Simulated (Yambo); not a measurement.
G0W0@LDA for K2TiF6 (space group P-3m1, No. 164) in Yambo. Reference settings: 3×3×2 Γ-centred k mesh, bands 2 to 198 and a 7 Ry block in the screening, 198 bands in G with the Bruneval-Gonze terminator, plasmon pole fitted at 27.2 eV. The LDA gap Γ → Γ on this mesh is 4.93 eV; G0W0 gaps are taken between the same points.

With and without the terminator, as bands are cut:

```tsv
bands in G (in W)	gap, terminator (eV)	gap, none (eV)	valence shift, terminator (eV)	valence shift, none (eV)
60 (60)	9.845	10.280	-1.985	-1.758
84 (84)	9.558	9.917	-1.884	-1.633
116 (116)	9.481	9.767	-1.900	-1.652
157 (157)	9.454	9.683	-1.945	-1.720
198 (198)	9.457	9.640	-1.968	-1.771
```

Over this range the gap spans 0.391 eV with the terminator and 0.640 eV without, the valence shift 0.101 eV and 0.138 eV. Neither column has reached its limit for certain.

Geometry of the Materials Project entry, not relaxed at this level; primitive cell a = b = 5.685 Å, c = 4.590 Å, α = β = 90.00°, γ = 120.00°.

A shift is the quasiparticle energy of the state minus its LDA energy.
